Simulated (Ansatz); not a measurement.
AlSiCN in space group P3m1 (No. 156; Al on 1b, Si on 1c, C on 1b, N on 1c), the program Ansatz at the LDA level (PAW). The conduction-band minimum lies at K, with 2 equivalent valleys. Second derivatives d²E/dk² of the lowest band at one valley (eV·Å²), along Cartesian directions:

```csv
direction,d²E/dk²
[100],15.60
[010],15.60
[001],23.52
[110],15.60
[101],19.56
[011],19.56
```

Question: Find the principal effective masses, the density-of-states mass and the conductivity mass.

Answer: Off-diagonal terms follow from H_xy = H[110] − (H_xx + H_yy)/2, and m*/mₑ = 7.620 eV·Å² over each eigenvalue: 0.32, 0.49, 0.49. One valley's DOS mass (m₁m₂m₃)^(1/3) = 0.43, conductivity mass 3/(Σ 1/mᵢ) = 0.42 mₑ.

Question: What effective density of states Nc follows at 300 K for parabolic valleys?

Answer: Nc = 2.509e19 × 2 × (0.43)^(3/2) ≈ 1.4e19 cm⁻³.

Question: With the computed static dielectric constant 9.87 (mean of the diagonal), estimate a hydrogenic donor's binding energy and radius.

Answer: E = 13.606 eV × 0.42/9.87² ≈ 59 meV; a = 0.529 Å × ε/m* ≈ 12 Å. Semilocal masses tend to be too small when the gap is underestimated.

The first step of the workflow began from a Materials Project structure, measured or hypothetical; the Crystallography Open Database copy checked does not list it. Its standing as an ambient phase is unchecked. Symmetry was held in the LDA relaxation; whether a distortion lowers the energy is not shown.

Potentials: the later of the program's two PAW sets.
